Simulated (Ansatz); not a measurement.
SnGeO3:
```cif
data_GeO3Sn
_chemical_formula_sum 'Ge1 Sn1 O3'
_space_group_name_H-M_alt 'P 1'
_space_group_IT_number 1
_cell_length_a 3.63213
_cell_length_b 3.63213
_cell_length_c 4.66692
_cell_angle_alpha 90.000
_cell_angle_beta 90.000
_cell_angle_gamma 90.000
loop_
_space_group_symop_operation_xyz
  'x, y, z'
loop_
_atom_site_label
_atom_site_type_symbol
_atom_site_fract_x
_atom_site_fract_y
_atom_site_fract_z
_atom_site_occupancy
Ge1 Ge 0.50000 0.50000 0.49382 1
Sn1 Sn 0.00000 0.00000 0.02629 1
O1 O 0.50000 0.50000 0.86767 1
O2 O 0.50000 0.00000 0.35911 1
O3 O 0.00000 0.50000 0.35911 1
```

Relaxed with PBEsol.

Problem. Decompose the optical modes at the zone centre into irreducible representations, and say which are infrared and Raman allowed.

Solution. Point group 4mm: Γ_opt = 3A1 + B1 + 4E. Infrared: A1, E. Raman: A1, B1, E.

Problem. Assign frequencies (DFPT, PBEsol (plane waves, PAW; program Ansatz)).

Solution. E 57, E 199, A1 204, E 297, B1 301, A1 386, E 566, A1 696 cm⁻¹.

Subscripts of B labels follow the axes of the standard setting.

Space group P4mm. The cell is a constructed one: a structure type filled with these elements; neither database checked (COD, Materials Project) lists it. Its standing as an ambient phase is unchecked. The PBEsol relaxation kept the symmetry of its start; its stability against distortions is not shown here. As this level gives no gap, phonon frequencies hold no LO–TO term and depend on the k-mesh and smearing (Fermi–Dirac, 0.1 eV here). Scalar-relativistic: spin–orbit coupling is off unless named, which matters more the heavier the elements.

Potentials: the later of the program's two PAW sets.
